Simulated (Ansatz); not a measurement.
**Phonons of NaCl (Fm-3m)**

```yaml
crystal:
  lattice:
    - [0.00000, 2.73219, 2.73219]
    - [2.73219, 0.00000, 2.73219]
    - [2.73219, 2.73219, 0.00000]
  atoms:
    - { symbol: Na, position: [0.00000, 0.00000, 0.00000] }
    - { symbol: Cl, position: [0.50000, 0.50000, 0.50000] }
```

Level of theory, where no other is named: LDA, all-electron LAPW in Ansatz 0.2.0, scalar-relativistic. k mesh 8×8×8, fixed occupations, basis error target 1 meV/atom. The cell was relaxed by PAW under this functional, which moved its volume by -8 % from the database entry's.

Atoms are displaced by 0.01 Å in the smallest supercells that hold the wave vectors of a 2×2×2 mesh. Negative values stand for unstable modes. The zone centre has no LO-TO term.

(1) What are the phonon energies at the solved wave vectors, in meV?

(2) Is the structure dynamically stable at these wave vectors?

(3) How do the optical zone-centre modes decompose, and which are active?

(4) How well do frozen-core PAW files reproduce these all-electron values?

(5) The cell is scaled evenly to 40.179 and 41.403 Å³ (from 40.791), with free atoms relaxed and the shape held. What are the mode Grüneisen parameters γ = −d ln ω/d ln V?

(6) Linear response on PAW files adds the field. What are the dielectric tensor, the Born charges and the LO shift?

Answers

(1) 

```csv
q,point,modes (meV)
0.000 0.000 0.000,Gamma,23.36 (×3)
0.500 0.000 0.000,L,"15.99 (×2), 18.96 (×2), 22.56, 28.40"
0.500 0.500 0.000,X,"10.14 (×2), 16.84, 24.53 (×2), 26.00"
```

(2) Yes, no mode is unstable there; wave vectors off this mesh aren't tested.

(3) Point group m-3m: Γ_opt = T1u.

```tsv
label	meV	activity	mostly
T1u	23.36	IR	Na (61 %)
```

(4) With a cutoff of 420 eV and displacements of 0.0025 Å, the r.m.s. difference over the modes is 0.1 cm⁻¹; the largest difference is 197.7 (PAW) against 197.8 cm⁻¹ (LAPW).

(5) For the highest mode, 233.2 cm⁻¹ in the small cell and 225.1 in the large one give γ ≈ 1.18. From the change of the dynamical matrix on each mode:

```csv
point,cm⁻¹,γ
Gamma,188.4,2.41
L,129.0,2.24
L,152.9,2.22
L,181.9,1.43
L,229.1,1.17
X,81.8,-0.21
X,135.8,-0.11
X,197.8,2.49
X,209.7,2.52
```

Weighted by the modes' heat capacities at 300 K, the mean on this mesh is 1.64; it moves with the q mesh, and a coarse one overweights the zone boundary. Rows under −0.05 (2 here) are modes that soften under compression and pull towards negative thermal expansion.

(6) ε∞ = (2.67, 2.67, 2.67) along x, y, z with local fields. Born charges (xx, yy, zz): Na1 (1.07, 1.07, 1.07); Cl2 (-1.07, -1.07, -1.07). The highest zone-centre mode lies at 188.3 cm⁻¹ without the macroscopic field and at 269.6 cm⁻¹ with it, for q along x. Lyddane-Sachs-Teller then gives ε₀ = ε∞ (ω_LO/ω_TO)² = 5.47. With the ions free to follow the field, the program's ε₀ is (5.47, 5.47, 5.47).

Limits of these numbers: the frozen-core PAW files of the compared runs were fitted under PBE, their cores solved anew for this functional; semilocal gaps are low, and ε∞ tends to come out large.
